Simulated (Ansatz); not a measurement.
Space group Cmcm (No. 63). a = 4.459 Å, b = 9.374 Å, c = 4.292 Å, α = 90.00°, β = 90.00°, γ = 90.00°
| atom | site | symmetry | x | y | z |
| --- | --- | --- | --- | --- | --- |
| Li | 4c | m2m | 0.0000 | 0.4130 | 0.2500 |
| Li | 4c | m2m | 0.5000 | 0.2591 | 0.2500 |
| Ga | 4c | m2m | 0.0000 | 0.0777 | 0.2500 |

Equation of state of this Li$_{2}$Ga structure (not necessarily the ground state), with shape and atoms relaxed at each volume where symmetry leaves them free. It has no gap at any of these volumes. Computed with DFT PBEsol, scalar-relativistic, plane waves, PAW (Ansatz).

Settings: cutoff 420 eV, Γ-centred mesh 10×10×8 on the computed 6-atom cell, Gaussian smearing of 0.10 eV; no spin polarisation.

```
V (Å³/atom) E − E(largest V) (meV/atom) P (GPa)
     13.157                        15.31     5.77
     13.606                         1.75     3.98
     14.054                        -7.17     2.45
     14.503                       -12.11     1.13
     14.951                       -13.65     0.00
     15.400                       -12.28    -0.95
     15.849                        -8.41    -1.78
     16.447                         0.00    -2.69
```

Question: Fit a third-order Birch–Murnaghan equation to E(V).

Answer: V0 = 14.95 Å³/atom, B0 = 35 GPa, B0' = 4.1.

Cost: 8 runs of about 11 core-minutes in all, on Arm Neoverse V2 (shared hosts).